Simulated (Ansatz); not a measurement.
Nb (Im-3m); total moment held at 0.2 μB.

```yaml
crystal:
  lattice:
    - [-1.66395, 1.66395, 1.66395]
    - [1.66395, -1.66395, 1.66395]
    - [1.66395, 1.66395, -1.66395]
  atoms:
    - { symbol: Nb, position: [0.00000, 0.00000, 0.00000] }
```

The geometry is a structure as deposited in COD (the entry's cell lengths or inner coordinates differ somewhat from later room-temperature determinations), held fixed and not relaxed.

Functional, mesh and filling: PBE, 16×16×16 k mesh, Fermi–Dirac smearing of 0.05 eV. LAPW is all-electron LAPW in Ansatz 0.2.0. Site moments are integrated in spheres about the atoms. Start moments (μB): Nb 0.2.

Iteration by iteration:

```
iteration  Harris–Foulkes energy less the last (meV)  density residual (eV)  M (μB)  ∫|m| (μB)
        1                                   -452.745                2.3e-01  0.2000     0.2000
        2                                   -118.243                1.1e-01  0.2000     0.2000
        3                                      0.625                2.1e-02  0.2000     0.2000
        4                                      0.492                4.3e-03  0.2000     0.2000
        5                                      0.014                2.7e-04  0.2000     0.2000
        6                                      0.002                6.1e-06  0.2000     0.2000
        7                                      0.000                1.3e-07  0.2000     0.2000
        8                                      0.000                8.6e-10  0.2000     0.2000
        9                                      0.000                1.6e-11  0.2000     0.2000
```

Site moments (μB): Nb 0.16. Cell moment 0.20 μB.

The Ansatz runs typed with the search for lower states off end where their start leads. The magnetic state is the one that this cell and start allow. It needn't be the compound's measured order, which may need a larger cell or be absent.
